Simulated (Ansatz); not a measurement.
## Sr₃BiB: rattling a relaxed structure

The structure comes from a generated guess, relaxed at this level; another structure or a mixture of phases may lie lower.

All numbers below come from DFT PBE, scalar-relativistic, plane waves, PAW in Ansatz 0.2.0. Plane waves to 420 eV, a k mesh through Γ of 8×8×8 on the computed 5-atom cell and Gaussian smearing (0.10 eV); no spin polarisation.

The cell below (5 atoms, space group Pm-3m (No. 221)) is relaxed within its symmetry.

```
Sr B Bi
1.0
     5.51961    0.00000    0.00000
     0.00000    5.51961    0.00000
     0.00000    0.00000    5.51961
Sr B Bi
3 1 1
Direct
  0.50000 0.00000 0.00000
  0.00000 0.50000 0.00000
  0.00000 0.00000 0.50000
  0.00000 0.00000 0.00000
  0.50000 0.50000 0.50000
```

For the test a repeat of it with 10 atoms (edges 5.52, 5.52, 11.04 Å) was strained at random (σ = 1.5 % a component), the atoms were moved at random (σ = 0.15 Å), and all was relaxed again on a coarse 4×4×2 mesh (in the run’s order of axes) with 0.20 eV smearing, with no symmetry imposed.

Spin–orbit coupling, which can matter for Bi, is left out.

Task: Does it come back?

Result: It returns, within 1 meV/atom of the unmoved cell on that mesh and with the same symmetry when read at 0.1 Å (P1 at 0.01 Å, so small strains and shifts remain). No instability shows in this cell; modes of other wave vectors, which need another repeat, aren't tested.
